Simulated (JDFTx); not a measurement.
**Report: HfB2(0001) in implicit electrolytes**

System: HfB2(0001) (P6/mmm bulk; lattice of mp-1994, not re-optimised at this level), 1x1 cell of 8 atoms in 5 planes (B outermost, slab composition Hf2B6), area 8.50 Å² a face, 6.8 Å between the outermost planes in a cell 23.0 Å high; k mesh 8×8×1, Fermi width 0.01 Ha, no spin polarisation. Whether this polymorph is the ambient one wasn't checked. Neither spin polarisation nor a larger cell was tried.

All numbers are PBE, GBRV ultrasoft potentials, plane waves to 20/100 Ha results from JDFTx (a modified build), not measurements. Outer atoms relaxed in vacuum, keeping the start's symmetry. The same nuclei were then put into each liquid, at zero charge and at set potentials or charges. The model has bare, unreconstructed faces and no explicit solvent. Potentials refer to SHE, placed 4.44 V below the bulk liquid's zero by convention. Convergence in thickness and k mesh wasn't tested for this slab.

In vacuum the work function is 5.90 eV, which would put the uncharged electrode at 1.46 V vs SHE if the liquid did nothing. Each liquid moves the Fermi level of the neutral slab, now counted from the bulk liquid: CANDLE, water, 1 M NaCl by 0.21 eV, to a potential of zero charge of 1.24 V; SaLSA, water, 1 M NaCl by 0.44 eV, to a potential of zero charge of 1.02 V. The models of water differ by 0.22 V among themselves.

Charging:

```
liquid         U − U_pzc (V)  σ (μC/cm²)  σ/(U − U_pzc) (μF/cm²)  Δγ (mJ/m²)
-------------  -------------  ----------  ----------------------  ----------
CANDLE, water           0.36         4.0                      11          -7
CANDLE, water           0.51         5.7                      11         -14
CANDLE, water           0.71         8.0                      11         -28
CANDLE, water           0.91        10.3                      11         -46
```

The mean capacitance runs from 11 to 11 μF/cm². Δγ, the grand free energy per area against the neutral surface, is negative throughout, since charging at a held potential lowers it. The cavity function reaches one half at 2.9 Å (CANDLE, water), 2.9 Å (SaLSA, water) above the top atoms; the models define their cavities differently. CANDLE's negatively charged runs are left out, as they depend on the cell height. No specific adsorption of ions or solvent is in these numbers.
